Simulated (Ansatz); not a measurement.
Single point in Ansatz 0.2.0 with LDA, no spin polarisation. Cutoff 420 eV, PAW datasets, 10×10×3 Γ-centred k mesh, gaussian filling (width 0.1212 eV).

Computed maps in the lattice plane spanned by a (left to right, 3.80 Å, 12 points from zero) and b (bottom to top, 3.80 Å, 12 points from zero), 120° apart, at height 0.250 along c. The fields are smooth PAW ones with compensation charges, not the true ones near nuclei.

Valence density. Digits on a logarithmic scale: 0 up to 0.03 e/Å³, each further digit a factor of 1.6, 9 from 1.3 e/Å³ up:
```
997433334799
975321235799
643100134677
532000235676
531001357997
632123699999
533335999999
545457999997
677669999996
999779999977
999767997679
999655655699
```

ELF. Ten even steps from '0' (0.01) to '9' (0.92):
```
687211112786
874100014788
421000012466
110000011111
110000112332
210001235553
111111358853
124212589852
477413588531
888613555316
668612332168
268411211486
```

Problem. The cell is YCdO$_{3}$. Which atoms lie within 0.2 Å of this plane, and where (fractions of a and b)?

Solution. Cd at (0.67, 0.33), O at (0.00, 0.00). The whole cell:
```
CELL_PARAMETERS angstrom
1.90091 3.29248 0.00000
-3.80182 0.00000 0.00000
0.00000 0.00000 11.89054
ATOMIC_POSITIONS crystal
Y 0.00000 0.00000 0.00000
Y 0.00000 0.00000 0.50000
Cd 0.66667 0.33333 0.25000
Cd 0.33333 0.66667 0.75000
O 0.00000 0.00000 0.25000
O 0.00000 0.00000 0.75000
O 0.66667 0.33333 0.08707
O 0.33333 0.66667 0.58707
O 0.66667 0.33333 0.41293
O 0.33333 0.66667 0.91293
```

Origin: a known structure type with other elements, at an estimated volume, so it need not be a known compound. Caveats: many states at the Fermi level without spin polarisation, so a magnetic state may lie lower; atoms or cell far from equilibrium.
